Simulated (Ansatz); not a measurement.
## Na: clamped-ion strain scan

Level of theory: DFT LDA, scalar-relativistic, plane waves, PAW (Ansatz). Settings: plane waves to 420 eV, k-mesh 8×8×8 (Γ-centred), Gaussian smearing 0.15 eV. No spin polarisation. Energies are free energies at this smearing, counted from the undisturbed cell; pressure is positive in compression.

The starting cell (as given, not relaxed at this level; it stands at -0.1 GPa; this simple cubic form isn't the usual structure):

```xyz
1
Lattice="7.0233 0.0000 0.0000 0.0000 7.0233 0.0000 0.0000 0.0000 7.0233" Properties=species:S:1:pos:R:3 pbc="T T T"
Na    0.0000    0.0000    0.0000
```

The cell is strained by ε times the Voigt pattern (0, 0, 0, 0, 1, 0) (xx, yy, zz, yz, xz, xy; engineering shear) with fractional coordinates fixed. The cell is metallic on the mesh throughout.

| ε | ΔE (meV/atom) |
| --- | --- |
| -0.1000 | 0.3 |
| -0.0500 | 0.1 |
| 0.0000 | 0.0 |
| 0.0125 | 0.0 |
| 0.0250 | 0.0 |
| 0.0375 | 0.0 |
| 0.0625 | 0.1 |
| 0.0750 | 0.2 |
| 0.0875 | 0.3 |

By symmetry 0.1000 repeats -0.1000, -0.0750 repeats 0.0750, 0.0500 repeats -0.0500, -0.0250 repeats 0.0250 in energy, with the opposite slope along the path.